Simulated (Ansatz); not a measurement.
How far is PAW off for SbPt?

```
CELL_PARAMETERS angstrom
4.17744 0.00000 0.00000
-2.08872 3.61777 0.00000
0.00000 0.00000 5.53920
ATOMIC_POSITIONS crystal
Sb 0.66667 0.33333 0.75000
Sb 0.33333 0.66667 0.25000
Pt 0.00000 0.00000 0.50000
Pt 0.00000 0.00000 0.00000
```

Atom numbers follow the list: Sb1, Sb2, Pt3, Pt4.

Conventional cell: a = 4.177 Å, b = 4.177 Å, c = 5.539 Å, α = 90.00°, β = 90.00°, γ = 120.00°. Around Sb (atom 1) lie 6 Pt at 2.78 Å. Around Pt (atom 3) lie 2 Pt at 2.77 Å and 6 Sb at 2.78 Å.

The cell is the one relaxed in the Materials Project (mp-2845), not relaxed further here; entries there can be hypothetical.

Spin–orbit coupling is left out, though it moves levels of the heavy atoms by tenths of an eV or more.

All numbers are computed: DFT, LDA, PAW with Ansatz's default frozen-core files, scalar-relativistic (Ansatz 0.2.0); DFT, LDA, all-electron PAW with datasets made for the crystal, scalar-relativistic (Ansatz 0.2.0); DFT, LDA, all-electron LAPW, scalar-relativistic (Ansatz 0.2.0).

For PAW: a Γ-centred 9×9×6 k mesh, Fermi–Dirac smearing of 0.05 eV, cutoff 420 eV, no spin polarisation; the PAW files were made with PBE, and the program remakes their frozen cores for this functional. The crystal-made all-electron datasets (AE datasets) take a cutoff of 260 eV at this cell. LAPW targets a basis error of 1 meV/atom. The Ansatz runs share mesh, smearing and spin set-up. Plane-wave (PAW) pressures include the program's estimate of the Pulay term.

Stress and pressure are positive in compression.

No spin–orbit coupling: at heavy atoms the gradients can be off by tens of per cent for that reason.

In a metal, gradients converge slowly with the k mesh: the values move by tens of per cent from one mesh to another, at times in sign, so only the comparison on one mesh counts.

Levels count from the Fermi level.

| quantity | PAW | AE datasets | LAPW |
| --- | --- | --- | --- |
| pressure (GPa) | -5.01 | -4.98 | -4.98 |
| stress xx (GPa) | -4.51 | -4.47 | -4.47 |
| stress zz (GPa) | -6.02 | -6.00 | -6.00 |
| highest filled level at M (eV) | -0.691 | -0.688 | -0.688 |
| lowest empty level at M (eV) | 1.864 | 1.865 | 1.864 |
| highest filled level at Γ (eV) | -0.018 | -0.021 | -0.021 |
| lowest empty level at Γ (eV) | 0.741 | 0.743 | 0.743 |
| highest filled level at L (eV) | -2.899 | -2.901 | -2.901 |
| lowest empty level at L (eV) | 0.438 | 0.437 | 0.437 |
| field gradient Vzz at Sb1 (10²¹ V/m²) | 0.64 | 0.77 | – |
| field gradient Vzz at Pt3 (10²¹ V/m²) | -5.43 | -5.41 | – |

PAW's pressure differs from the LAPW value by -0.03 GPa.
